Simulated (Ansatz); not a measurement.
# Profile along the Fe–Pt line in FePt (CuAu type, space group P4/mmm)

FePt (CuAu type, space group P4/mmm)

```xyz
2
Lattice="2.7301 0.0000 0.0000 0.0000 2.7301 0.0000 0.0000 0.0000 3.7639" Properties=species:S:1:pos:R:3 pbc="T T T"
Fe     1.3650     1.3650     1.8819
Pt     0.0000     0.0000     0.0000
```

Fields along a shortest Fe–Pt line of a (0 -1 1) plane (2.70 Å), from Fe to Pt, interpolated on the slice's grid (step about 0.2 Å). These are PBE (plane waves to 420 eV, PAW, scalar-relativistic; Ansatz, a first-principles code) values and carry that method's errors. k mesh 17×17×12. These are valence fields of a PAW run, semicore shells included where kept as valence: close to a nucleus they are smooth pseudo fields. FePt was relaxed with its symmetry unable to fall. Relaxed FePt ends ferromagnetic. Spin-orbit coupling is left out, though Pt is heavy. Other magnetic orders were not checked, so this need not be the ground state.

```csv
distance from Fe (Å),valence electron density (e/Å³),"spin density, up minus down (e/Å³)",electron localisation function,ELF of the up spins,ELF of the down spins
0.00,35.66,7.75,x,x,x
0.27,21.88,4.56,x,x,x
0.54,5.98,1.23,0.52,0.47,0.59
0.81,0.95,0.23,0.22,0.26,0.16
1.08,0.35,0.04,0.16,0.16,0.17
1.35,0.34,0.00,0.31,0.25,0.38
1.62,0.63,0.00,0.33,0.31,0.34
1.89,2.12,0.06,0.48,0.49,0.48
2.16,6.30,0.13,0.65,0.64,0.66
2.43,10.55,0.14,x,x,x
2.70,12.01,0.16,x,x,x
```

x: too close to a nucleus for the ELF to mean much.

Density on the Fe–Pt line (2.70 Å) at its density minimum, 1.2 Å from Fe: 0.31 e/Å³. ELF at that point: 0.2.
